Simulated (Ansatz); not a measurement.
Values for one crystal, relaxed and computed with plane-wave PAW PBEsol (Ansatz code); other levels are named.

```yaml
volume_per_atom: 22.01 Å³
band_gap: 1.84 eV (indirect)
Pressure derivative B′: 4.0
valence_band_maximum: at Γ
conduction_band_minimum: at X (3 equivalent valleys)
debye_temperature_from_the_elastic_constants: 332 K
Young's modulus: 100 GPa
```

Q: Which of these materials gives this?
A. SrCl2, fluorite
B. MgO, rock salt
C. BeTe, zinc blende
D. NaCl, rock salt

A: C, BeTe, zinc blende

Space group F-43m (zinc blende). Symmetry was held in the PBEsol relaxation. The volume moved by 26 % from the start of the relaxation. Spin–orbit coupling is left out wherever it is not named.

Potentials: the later of the program's two PAW sets.
